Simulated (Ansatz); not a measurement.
BN in space group P6_3/mmc (No. 194; B on 2c, N on 2d) at seven volumes, plane-wave PAW r²SCAN+D4 (Ansatz code), shape and atoms relaxed at each. One row is withheld.

```json
[
 {"V (Å³/atom)": "8.120", "P (GPa)": "4.68"},
 {"V (Å³/atom)": "8.388", "P (GPa)": "?"},
 {"V (Å³/atom)": "8.656", "P (GPa)": "1.12"},
 {"V (Å³/atom)": "8.924", "P (GPa)": "0.00"},
 {"V (Å³/atom)": "9.191", "P (GPa)": "-0.79"},
 {"V (Å³/atom)": "9.459", "P (GPa)": "-1.31"},
 {"V (Å³/atom)": "9.727", "P (GPa)": "-1.70"}
]
```

**Question.** Fit the shown pressures and predict the withheld one.

**Answer.** P = (3/2)B₀(x^(7/2) − x^(5/2))[1 + (3/4)(B′ − 4)(x − 1)] with x = (V₀/V)^(2/3). Least squares on the six rows gives V₀ = 8.926 Å³/atom, B₀ = 31.4 GPa, B′ = 10.20. At V = 8.388, x = 1.0423 and P = 2.65 GPa. The run itself gave 2.67 GPa.

The cell was relaxed with r²SCAN+D4 under the symmetry of its start.

Potentials: the later of the program's two PAW sets.
